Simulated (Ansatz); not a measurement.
An Ansatz (a program for electronic structure) run. Input:

Ansatz 0.2 input:
```yaml
crystal:
  lattice:
    - [-1.7314079634, 1.7314079634, 5.8674352422]
    - [1.7314079634, -1.7314079634, 5.8674352422]
    - [1.7314079634, 1.7314079634, -5.8674352422]
  atoms:
    - { symbol: Ta, position: [0.7501707685, 0.2501707685, 0.5] }
    - { symbol: Ta, position: [0.0001707685, 0.0001707685, 0.0] }
    - { symbol: As, position: [0.3324292314, 0.8324292314, 0.5] }
    - { symbol: As, position: [0.5824292314, 0.5824292314, 0.0] }
kpoints:
  mp_grid: { grid: [17, 17, 17] }
basis: { xc_grid: 2 }
hamiltonian:
  xc: pbe
  pseudopotentials: { kind: paw }
scf:
  occupations: { method: gaussian, width: 0.05 }
checkpoint: { read: metal.run }
output: { bader: true, populations: true }
```

Output (shortened):

```
basis.fft_grid_basis auto: the FFT boxes are laid along the combinations [[1, 0, 1], [0, 1, 1], [0, 0, 1]] of the cell's own vectors, 3.463, 3.463 and 6.358 Å …
Pseudopotential: Ta, paw, valence charge 13
Pseudopotential: As, paw, valence charge 15
Functional definition: PBE
Crystal: 4 atoms, lattice volume = 70.357 Å³
Basis set: ecut = 420 eV, 1395 PW (Γ), FFT grids on a1+a3, a2+a3, a3, exchange–correlation on 48×48×90 points (8 copies of the dense FFT grid, shifted against one another)
Bands: 34, of which v1, the nominal top of the filled ones, is band 28 counted from 1 (27 counted from 0)
Symmetry: 8 space group operations
Space group: I41md (ITA 109), of the structure as read, at distance tolerance 4.1e-5 Å
k-points: 405 of 4913 (time reversal used)
Stability of the state it starts from, as read at its close in the unpolarized treatment …
iter 1 solved again at ethr=1.89e-8 eV; its pass at ethr=3.10e-3 eV (dr2=1.06e-5 eV) is discarded
SCF iter   1: F=—  HF=-29578.956231 eV  |F-HF|=—  |Δ(HF+E_count)|=         —  Δρ=3.03e-7  dr2=8.78e-11  ethr=1.89e-8  ⟨swp⟩=3.4  Hψ=91810  notcnv=0
preconditioner: auto → Kerker (q_TF=auto, 2.626 Å⁻¹)
SCF iter   2: F=-29578.956231 eV  HF=-29578.956231 eV  |F-HF|=2.18e-11  |Δ(HF+E_count)|=   1.35e-9  Δρ=1.97e-7  dr2=4.03e-11  ethr=1.00e-12  ⟨swp⟩=5.9  Hψ=52129  notcnv=0
SCF 1 converged in 2 iterations: F = -29578.956231 eV  dr2 = 4.03e-11
SCF converged after 2 iterations
Free energy (F): -29578.956231 eV
Harris-Foulkes:  -29578.956231 eV  (|F-HF|=2.18e-11)
Internal energy: -29578.955798 eV  (E = F + TS)
E sigma→0 (E₀):  -29578.956015 eV
Entropy (-TS):   -0.000433 eV (-0.108 meV/atom)
Fermi energy:    16.850290 eV
--- Per-component energies (eV) ---
  E_band       = -564.097843
  E_kinetic    = 942.210454
  E_local      = -4078.010775  (includes V_loc(G=0)·N_el)
  E_nonlocal   = -1311.345967
  E_hartree    = 2109.376704
  E_xc         = -597.761222
  E_vxc        = -570.155688  (∫ρ·V_xc dr)
  E_paw        = -20465.779779  (= ΣΔE_a)
  E_vpaw       = 234.450672  (= ΣTr[D̂ρ^β])
  E_aug_tail   = 0.000308  (compensation charges beyond the density's cutoff)
  E_ewald      = -6177.645522
  E_smearing   = -0.000433  (= −TS)
  E_closure    =  0.000000  (closes the sum)
  Σ components = -29578.956231   (vs F -29578.956231, Δ=0.00e0)
  [band-id]    e_kinetic+e_local+e_nonlocal+2·e_hartree+e_vxc+e_vpaw+e_augmentation_tail = -564.097587   (vs E_band -564.097843, Δ=2.57e-4)
--- Band table (eV; the first three rows and the last of 405) ---
  k-point 0: bands = ["-51.5192", "-51.5094", "-18.9171", "-18.9171", "-18.8867", "-18.8828", "-18.8708", "-18.8703", "-18.8703", "-18.8692", "-18.8667", "-18.8587", "-18.1024", "-18.0458", "-18.0458", "-17.9244", "-17.9244", "-17.8633", "2.9066", "5.3819", …
  k-point 1: bands = ["-51.5189", "-51.5092", "-18.9185", "-18.9179", "-18.8861", "-18.8815", "-18.8758", "-18.8726", "-18.8698", "-18.8669", "-18.8643", "-18.8587", "-18.0996", "-18.0505", "-18.0491", "-17.9296", "-17.9264", "-17.8629", "2.9975", "5.4177", …
  k-point 2: bands = ["-51.5178", "-51.5087", "-18.9225", "-18.9186", "-18.8865", "-18.8807", "-18.8802", "-18.8772", "-18.8686", "-18.8663", "-18.8608", "-18.8584", "-18.0923", "-18.0621", "-18.0586", "-17.9440", "-17.9325", "-17.8623", "3.2610", "5.5116", …
  k-point 404: bands = ["-51.5142", "-51.5141", "-18.9236", "-18.9235", "-18.8816", "-18.8810", "-18.8724", "-18.8705", "-18.8668", "-18.8658", "-18.8618", "-18.8614", "-18.0664", "-18.0578", "-17.9829", "-17.9823", "-17.9165", "-17.9108", "3.9290", "3.9367", …
--- Löwdin populations: 4 sites ---
  site symbol       q [e]
     0     Ta     12.7014
     1     Ta     12.7014
     2     As     15.1683
     3     As     15.1683
  spilling = 0.004652 (of n_electrons = 56.000000)
--- Bader charges: 4 sites ---
  site symbol  charge [e]  shift [e]
     0     Ta      1.1132     0.0036
     1     Ta      1.1132     0.0036
     2     As     -1.1132     0.0036
     3     As     -1.1132     0.0036
  shift: an alarm, by how much a part of what the PAW files miss would move the charge. Where it is large, compare
  with a run on PAW files of another source; a small one proves nothing
  estimated error of the sums over rays = 7.7e-4 e
```

Cost: around 100 core-seconds (rough) on shared cores.

Space group I4_1md. Symmetry was held in the PBE relaxation; of distortions, only those at the zone centre were tested. No spin polarisation was allowed. A small band overlap can be real or an error of a semilocal functional. Spin–orbit coupling is left out wherever it is not named.

Potentials: the later of the program's two PAW sets.

Ansatz is a plane-wave DFT program.
